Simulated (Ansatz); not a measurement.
This Ti₃W₂ structure is the end of a relaxation. The cell was found from a structure generator's guess, not taken from experiment.

These are results of DFT PBE, scalar-relativistic, plane waves, PAW in Ansatz 0.2.0, not measurements. Cutoff 420 eV, Γ-centred mesh, Gaussian smearing, no spin polarisation.

```cif
data_structure
_symmetry_space_group_name_H-M 'P 1'
_symmetry_Int_Tables_number 1
_cell_length_a 11.5222
_cell_length_b 11.4046
_cell_length_c 2.7890
_cell_angle_alpha 85.419
_cell_angle_beta 80.619
_cell_angle_gamma 13.962
_cell_volume 82.39
loop_
_atom_site_label
_atom_site_type_symbol
_atom_site_fract_x
_atom_site_fract_y
_atom_site_fract_z
_atom_site_occupancy
Ti1 Ti 0.50000 0.50000 0.50000 1
Ti2 Ti 0.69520 0.69520 0.30480 1
Ti3 Ti 0.30480 0.30480 0.69520 1
W1 W 0.90134 0.90134 0.09866 1
W2 W 0.09866 0.09866 0.90134 1
```

Energies over the elements count from the elements' standard structures at the same level, with no fitted energy shifts.

(1) Find its symmetry and describe it.

(2) How far does it lie from the elements in energy?

(3) Is it a metal?

Results:

(1) Fmmm (No. 69), with Ti and W ordered on bcc sites. Conventional cell: a = 3.188 Å, b = 4.577 Å, c = 22.585 Å. Around Ti on a site of symmetry mmm lie 4 W at 2.74 Å, 4 Ti at 2.79 Å, 2 Ti at 3.19 Å and 4 W at 3.19 Å; Ti on a site of symmetry mm2 is surrounded by 2 W at 2.70 Å, 6 Ti at 2.79–2.94 Å, 2 W at 3.16 Å, 2 Ti at 3.19 Å and 2 Ti at 3.37 Å; W has 4 Ti at 2.70–2.74 Å, 4 W at 2.79 Å, 4 Ti at 3.16–3.19 Å and 2 W at 3.19 Å.

(2) +0.02 eV/atom. The formation energy is too near zero to say whether this cell lies below the elements.

(3) Yes, bands cross the Fermi level on the 14×14×14 mesh.

The last run used a 14×14×14 mesh for its 5-atom cell and Gaussian smearing of 0.10 eV. For metals, differences of a few meV/atom aren't resolved. These runs have no spin–orbit coupling, which can matter for W. The cell is a metal run without spin; a magnetic state may lie lower. A structure relaxed within its symmetry needn't be a true minimum. Another cell of Ti3W2 relaxed alike, in R-3m, lies 24 meV/atom lower, so this cell isn't the stable form at this level.
